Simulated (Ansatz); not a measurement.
# Data sheet: GaGeO$_{3}$ (DFT)

GaGeO3:
```cif
data_GaGeO3
_chemical_formula_sum 'Ga1 Ge1 O3'
_space_group_name_H-M_alt 'P4mm'
_space_group_IT_number 99
_space_group_name_Hall 'P 4 -2'
_cell_length_a 3.48314
_cell_length_b 3.48314
_cell_length_c 4.71996
_cell_angle_alpha 90.000
_cell_angle_beta 90.000
_cell_angle_gamma 90.000
loop_
_atom_site_label
_atom_site_type_symbol
_atom_site_symmetry_multiplicity
_atom_site_Wyckoff_symbol
_atom_site_fract_x
_atom_site_fract_y
_atom_site_fract_z
_atom_site_occupancy
Ga1 Ga 1 b 0.50000 0.50000 0.61292 1
Ge1 Ge 1 a 0.00000 0.00000 0.21299 1
O1 O 2 c 0.00000 0.50000 0.43628 1
O2 O 1 b 0.50000 0.50000 0.99173 1
```

Space group P4mm (No. 99); conventional cell a = 3.483 Å, b = 3.483 Å, c = 4.720 Å, α = 90.00°, β = 90.00°, γ = 90.00°.

Method: DFT-r²SCAN+D4 in the program Ansatz with PAW potentials. Structure relaxed to zero pressure with the same functional. Other levels are named where they apply.

### Cell and energy

```yaml
volume_per_atom: 11.45 Å³
density: 5.52 g/cm³
Formation energy from the elements (no fitted shifts): -1.31 eV/atom
```

### Electronic structure

```yaml
electronic_character: metallic (no gap)
Density of states at the Fermi level: 0.32 states/eV per atom (mean over ±0.08 eV)
```

### Charges

```yaml
bader_charges: Ga +1.96, Ge +1.73, O -1.28 to -1.13 e
```

The start of the workflow was typed in or built on a structure type; neither database checked (COD, Materials Project) lists it. Its standing as an ambient phase is unchecked. The cell was relaxed with r²SCAN+D4 under the symmetry of its start; its stability against distortions is not shown here. With an odd number of electrons in the cell and no spin polarisation, the count alone makes it a metal. The references are the lowest solids computed at this level, not always the standard phases (solids in place of the gases). Scalar-relativistic: spin–orbit coupling is off unless named, which matters more the heavier the elements.

Potentials: the later of the program's two PAW sets.
